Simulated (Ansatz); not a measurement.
Starting cell, GaAs (zinc blende):

```xyz
4
Lattice="0.0000 5.6656 5.6656 2.8328 0.0000 2.8328 2.8328 2.8328 0.0000" Properties=species:S:1:pos:R:3 pbc="T T T"
As     4.2492     4.2492     4.2492
As     4.2492     7.0820     7.0820
Ga     0.0000     0.0000     0.0000
Ga     2.8328     5.6656     2.8328
```

The atoms are displaced by Q × the pattern below (from a DFPT mode at L = (0.5, 0.0, 0.0), largest move 1; Q in Å), at fixed cell. It is one choice among 2 degenerate patterns. (q is in reciprocal vectors of the primitive cell; the cell shown is doubled to hold the pattern.)

```json
[
 {"atom": "As1", "x": "0.268", "y": "-0.488", "z": "0.756"},
 {"atom": "As2", "x": "-0.268", "y": "0.488", "z": "-0.756"},
 {"atom": "Ga3", "x": "-0.285", "y": "0.520", "z": "-0.805"},
 {"atom": "Ga4", "x": "0.285", "y": "-0.520", "z": "0.805"}
]
```

Method: r2SCAN (plane waves to 500 eV, PAW, scalar-relativistic; Ansatz, an electronic-structure program). k mesh 5×10×10 (Γ-centred), Fermi-Dirac smearing 0.05 eV. E stands for the smeared free energy. GaAs was relaxed with its symmetry unable to fall. The PAW data are Ansatz's earlier set. The zero of ΔE is the undisplaced structure.

Q: Estimate the ΔE (meV/cell) for Q (Å) = -0.180, -0.150, -0.120, -0.030, 0.060, 0.180.

A: 
| Q (Å) | ΔE (meV/cell) |
|---|---|
| -0.180 | 68.8 |
| -0.150 | 47.3 |
| -0.120 | 30.0 |
| -0.030 | 1.8 |
| 0.060 | 7.4 |
| 0.180 | 68.8 |

(A displaced cell: forces are minus the slopes of the energy, force constants its curvatures, and phonons follow from these.)
